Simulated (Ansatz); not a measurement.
## TlPdAu: reading a single point

```yaml
crystal:
  lattice:
    - [7.39476, 0.00000, 0.00000]
    - [-3.69738, 6.40405, 0.00000]
    - [0.00000, 0.00000, 3.54512]
  atoms:
    - { symbol: Tl, position: [0.24500, 0.00000, 0.00000] }
    - { symbol: Tl, position: [0.75500, 0.75500, 0.00000] }
    - { symbol: Tl, position: [0.00000, 0.24500, 0.00000] }
    - { symbol: Au, position: [0.58500, 0.00000, 0.50000] }
    - { symbol: Au, position: [0.41500, 0.41500, 0.50000] }
    - { symbol: Au, position: [0.00000, 0.58500, 0.50000] }
    - { symbol: Pd, position: [0.33330, 0.66670, 0.00000] }
    - { symbol: Pd, position: [0.66670, 0.33330, 0.00000] }
    - { symbol: Pd, position: [0.00000, 0.00000, 0.50000] }
```

The numbers come from plane-wave PAW DFT (Ansatz): PBE, no spin polarisation, 420 eV, 5×5×10 Γ-centred k points, fermi-dirac occupations (width 0.1 eV). Nothing was relaxed.

Task: Metal or insulator?

Result: It is a metal, with about 3.7 states/eV a cell as the mean within 0.25 eV of the Fermi level, mostly Tl p (32 %), Pd d (28 %) and Tl s (14 %).

Task: Is it stable against the elements?

Result: 0.17 eV an atom against the elements' usual phases (free molecules for gases, crystals otherwise, with no correction for O₂ or N₂), so at this geometry it isn't bound against them. Relaxing would lower it.

Task: Describe some of the short contacts.

Result: Tl–Pd at 2.53 Å: least valence density 0.49 e/Å³ and ELF 0.24 there. Au–Pd at 2.84 Å: least valence density 0.28 e/Å³ and ELF 0.22 there. Au–Tl at 3.08 Å: least valence density 0.21 e/Å³ and ELF 0.20 there. Both are smooth PAW fields, read partly inside the augmentation spheres.

Task: How is the charge shared?

Result: Bader charges in e: Tl +0.43, Pd -0.32 to -0.10, Au -0.26. In the mean Tl gives up most and Au takes most.

Task: Which atom feels the largest force, and which way?

Result: The largest is on Tl1 (and as large on other atoms): 3.85 eV/Å, components (3.85, 0.00, 0.00). It makes 136° with the line to a nearest neighbour, Pd9 at 2.53 Å, pointing away from it.

Task: Is the cell too large or too small?

Result: The pressure is 11.8 GPa (compression positive), so with the atoms held at these fractions the cell would first expand; the forces are large, so a full relaxation may end otherwise. The principal stresses 10.3, 10.3, 14.8 GPa differ, so its shape would change too.

Origin: a known structure type with other elements, at an estimated volume, so it need not be a known compound. Caveats: atoms or cell far from equilibrium.
